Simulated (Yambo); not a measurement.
```
CELL_PARAMETERS angstrom
      3.29197    -3.18732     0.00000
      3.29197     3.18732     0.00000
     -1.89121     0.00000     5.71203
ATOMIC_POSITIONS crystal
  H  0.20698 0.82968 0.18892
  H  0.82968 0.20698 0.18892
  O  0.10708 0.10708 0.10396
  O  0.26232 0.65118 0.26954
  O  0.65118 0.26232 0.26954
  P  0.34486 0.34486 0.11121
  S  0.38481 0.38481 0.79799
  K  0.84726 0.84726 0.61191
```

Response from Yambo on norm-conserving PBEsol (Quantum ESPRESSO, 84 Ry, without SOC) bands: 4×4×4 mesh, 89 bands, 3 Ry local-field block, 0.2 eV broadening.

### Question
Give the static electronic dielectric constant without and with local fields along each axis.

### Answer
```
field along  ε(0), independent particles  ε(0), RPA with local fields  refractive index √ε
-----------  ---------------------------  ---------------------------  -------------------
x                                   3.02                         2.57                 1.60
y                                   2.95                         2.56                 1.60
z                                   3.27                         2.60                 1.61
```
Electronic (clamped-ion) response only. PBEsol gaps are usually too small, which raises these values. Convergence of the RPA response with its 4×4×4 mesh was not tested. x, y and z are Cartesian axes of the cell as given.

Geometry of the Materials Project entry, not relaxed at this level.
